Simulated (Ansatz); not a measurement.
### Question
Name crystals whose computed values (r²SCAN (plane waves, PAW; program Ansatz)) fall in these windows: G_Hill (GPa) 12 to 17; highest Γ mode, no LO–TO term (cm⁻¹) 120 to 150.

### Answer


```tsv
crystal	G_Hill (GPa)	highest Γ mode, no LO–TO term (cm⁻¹)
CdTe, zinc blende	14.1	136
CdTe, wurtzite	13.7	142
```
Others may fit too.

Not the usual ambient phase: CdTe, wurtzite. All cells were relaxed under the symmetry of their starts (and spin orders); stability against distortions was not tested throughout. Scalar-relativistic: spin–orbit coupling is off unless named, which matters more the heavier the elements.

Potentials: the earlier of the program's two PAW sets.
